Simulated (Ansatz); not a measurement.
A geometry of ZrO2 away from equilibrium: the start of the relaxation of a generated cell, ZrO2 placed in the CdI2 structure type. Computed with PBEsol (plane waves to 420 eV, PAW, scalar-relativistic; Ansatz, a first-principles code). Γ-centred k-mesh 9×9×5 on the run's cell (coarser than for final values), Fermi–Dirac smearing 0.05 eV.

```xyz
3
Lattice="2.9984 0.0000 0.0000 -1.4992 2.5967 0.0000 0.0000 0.0000 4.8370" Properties=species:S:1:pos:R:3 pbc="T T T"
Zr     0.0000     0.0000     0.0000
O      0.0000     1.7311     1.2189
O      1.4992     0.8656     3.6181
```

Task: Which atoms carry the largest force, and which way does it point?

Result: 2.72 eV/Å, on O2, O3 (atoms numbered as listed); on O2 its components are (0.00, 0.00, -2.72).

Task: What is the pressure?

Result: +9.9 GPa, compression positive.

No spin polarisation in the result. Without a van der Waals term the distances between weakly bound units are poorly fixed.

The run could not lose the symmetry of its start; a randomly shaken copy of 6 atoms returns to this structure.

The end of the path is a generated cell of ZrO2: the first start was made by placing the elements on the sites of a structure type, and the end was not matched to a known phase here, so it may be hypothetical. Known forms of ZrO2 include space group No. 14, 137, 225.
